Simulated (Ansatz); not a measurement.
## HfSi3O8: zone-centre modes

Method: DFT PBE, scalar-relativistic, plane waves, PAW in Ansatz 0.2.0. Cutoff 420 eV, 4×4×4 k-points (Γ-centred), fixed occupations. No spin polarisation. Phonons by linear response, acoustic sum rule imposed.

Equilibrium structure at this level:
```
Hf Si O
1.0
     5.50049    0.00000    0.00000
     0.00000    5.50049    0.00000
     0.00000    0.00000    7.98928
Hf Si O
1 3 8
Direct
  0.00000 0.00000 0.50000
  0.50000 0.00000 0.77929
  0.00000 0.50000 0.22071
  0.50000 0.50000 0.00000
  0.73370 0.00000 0.65659
  0.24910 0.50000 0.10912
  0.26630 0.00000 0.65659
  0.75090 0.50000 0.10912
  0.00000 0.26630 0.34341
  0.50000 0.75090 0.89088
  0.00000 0.73370 0.34341
  0.50000 0.24910 0.89088
```

The cell was found from a structure generator's guess, not taken from experiment. Spin–orbit coupling is left out, which matters for heavy elements.

(1) Is this structure stable against zone-centre distortions?

(2) List the optical modes at Γ without the LO field (i marks imaginary ones).

Answers

(1) No: 3 of the 33 optical modes are imaginary.

(2)
| frequency (meV) | degeneracy | IR intensity of the level ((D/Å)²/amu) |
| --- | --- | --- |
| 8.6i | 2 | 0.01 |
| 7.1i | 1 | 0.00 |
| 5.5 | 2 | 0.00 |
| 24.2 | 1 | 0.00 |
| 25.0 | 2 | 1.81 |
| 31.1 | 1 | 2.47 |
| 32.1 | 1 | 0.00 |
| 33.1 | 2 | 0.79 |
| 36.8 | 1 | 0.00 |
| 40.8 | 1 | 0.00 |
| 42.8 | 1 | 5.50 |
| 43.0 | 1 | 0.00 |
| 48.5 | 2 | 26.00 |
| 55.8 | 1 | 8.89 |
| 67.3 | 2 | 2.33 |
| 67.9 | 1 | 0.00 |
| 79.1 | 1 | 0.00 |
| 90.1 | 2 | 0.01 |
| 119.3 | 2 | 77.77 |
| 121.8 | 1 | 79.90 |
| 127.8 | 2 | 75.00 |
| 137.0 | 1 | 0.00 |
| 138.4 | 1 | 1.75 |
| 144.2 | 1 | 0.00 |
